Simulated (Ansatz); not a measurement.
Given:

Au (fcc, Cu type), conventional cell a = b = c = 4.1573 Å, α = β = γ = 90.00°. The calculation uses the primitive cell of 1 atom, to which meshes and values per cell refer.

E(V) scan at fixed shape, V₀ the volume above. Symmetry pins the atoms to their sites.

Calculation: PBE (plane waves to 420 eV, PAW, scalar-relativistic; Ansatz, an electronic-structure program). k mesh 19×19×19 (Γ-centred), Fermi-Dirac smearing 0.05 eV. The energy includes the smearing's −TS. Stress and pressure are positive under compression. Au was relaxed with its symmetry unable to fall. Spin-orbit coupling is left out, though Au is heavy. The PAW data are Ansatz's earlier set. The zero of ΔE is the relaxed starting cell.

The scan covers V/V₀ from 0.900 to 1.100 in 9 points.

Q: What is the fitted pressure derivative B₀′?

A: 6.0.

Q: What bulk modulus B₀ follows from a third-order Birch-Murnaghan fit?

A: 139 GPa.

(A scan under strain: stresses follow from slopes of the energy per volume, elastic moduli from its curvatures.)
